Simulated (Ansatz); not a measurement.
A geometry of Pt away from equilibrium: step 2 of the relaxation of a relaxed Pt cell displaced along its unstable phonon at q = (½, 0, 0) of its primitive reciprocal cell (28i cm⁻¹), largest move 0.15 Å. The numbers are results of r2SCAN (plane waves to 500 eV, PAW, scalar-relativistic; Ansatz, an electronic-structure program), not measurements. Γ-centred k-mesh 6×12×12 on the run's cell (coarser than for final values), Fermi–Dirac smearing 0.05 eV. The plane waves were selected for a different cell earlier on the path.

```yaml
crystal:
  lattice:
    - [5.05694, 0.00000, 0.00000]
    - [0.00000, 2.60077, 0.00000]
    - [0.00000, 0.00000, 2.62672]
  atoms:
    - { symbol: Pt, position: [0.00000, 0.00000, 0.87640] }
    - { symbol: Pt, position: [0.50000, 0.00000, 0.12360] }
```

Give the Cartesian forces on all atoms (eV/Å).


```
atom    Fx    Fy     Fz
----  ----  ----  -----
Pt1   0.00  0.00  -0.30
Pt2   0.00  0.00   0.30
```

The path ends in P6/mmm (No. 191) (AFLOW prototype A_hP1_191_a (A_f, as in Sn)). No spin polarisation in the result.

The run could not lose the symmetry of its start, so the end can be a saddle point.

The end of the path is a generated cell of Pt: the first start was made by placing the elements on the sites of a structure type, and the end was not matched to a known phase here, so it may be hypothetical. Known forms of Pt include space group No. 225.
